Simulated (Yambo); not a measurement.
BSE-type run in Yambo on SrAlSiH (space group P3m1, No. 156) under isotropic strain of -3 % on all lattice vectors, at zero momentum.

Quantum ESPRESSO step (PBEsol, PseudoDojo standard norm-conserving files, scalar-relativistic):
```
&CONTROL
  calculation = 'nscf'
  pseudo_dir = './pseudo'
  outdir = './out'
/
&SYSTEM
  ibrav = 0
  nat = 4
  ntyp = 4
  ecutwfc = 72.0
  ecutrho = 288.0
  occupations = 'fixed'
  force_symmorphic = .true.
  nbnd = 41
/
&ELECTRONS
  conv_thr = 4e-09
  diago_full_acc = .true.
  diago_thr_init = 1e-08
/
ATOMIC_SPECIES
H 1.0080 H.upf
Al 26.9815 Al.upf
Si 28.0850 Si.upf
Sr 87.6200 Sr.upf
CELL_PARAMETERS angstrom
  4.080718107275   0.000000000000   0.000000000000
 -2.040359053637   3.534005546583   0.000000000000
  0.000000000000   0.000000000000   4.642058421028
ATOMIC_POSITIONS crystal
H   0.666666667000   0.333333333000   0.089702681700
Al   0.666666667000   0.333333333000   0.467679407500
Si   0.333333333667   0.666666666333   0.556442388000
Sr   0.000000000333   0.000000000000   0.009175522800
K_POINTS automatic
9 9 6 0 0 0
```

Yambo input:
```
rim_cut
optics
bse
bss
dipoles
em1s
RandQpts= 1000000
RandGvec= 1 Ry
FFTGvecs= 40 Ry
Chimod= "HARTREE"
BSKmod= "SEX"
BSEmod= "resonant"
BSSmod= "hs"
BSENGexx= 15 Ry
BSENGBlk= 4 Ry
% KfnQP_E
 0.681 | 1.0 | 1.0 |
%
% BSEQptR
 1 | 1 |
%
% BSEBands
 7 | 14 |
%
% BEnRange
 0.0 | 7.1 | eV
%
% BDmRange
 0.15 | 0.15 | eV
%
BEnSteps= 142
% BLongDir
 1.0 | 0.0 | 0.0 |
%
BSHayTrs= -0.02
BSSNEig= 24
WRbsWF
% BndsRnXs
 1 | 37 |
%
NGsBlkXs= 4 Ry
% LongDrXs
 1.0 | 1.0 | 1.0 |
%
```

From the report:

The dimension is k points × valence × conduction bands = 486 × 3 × 5 = 7290.
```
   [SLEPC] Approach                          : Krylov-Schur
   [SLEPC] Number of requested eigenvalues   :  24
   [SLEPC] Number of eigenvalues        [NEV]:  24
    [K] Dimension                                    :   7290
    [K] Bands                                        :   7  14
    [K] Exchange res                                 : yes
    [K] Correlation res                              : yes
    [K] W interaction is bare                        : no
    [K] RL vectors exchange                          :   455
    [K] RL vectors correlation                       :   71
    [W] Matrix size                                  :   71
    [W] Bands                                        :    1   37
    [W] Coulomb Cutoff                               : none
    [W] Hxc Kernel                                   : HARTREE
```

Geometry strained from the cell relaxed with PBEsol, atoms relaxed again.

The structure is a Materials Project entry; no match was found in the copy of COD used, and its stability was not checked.
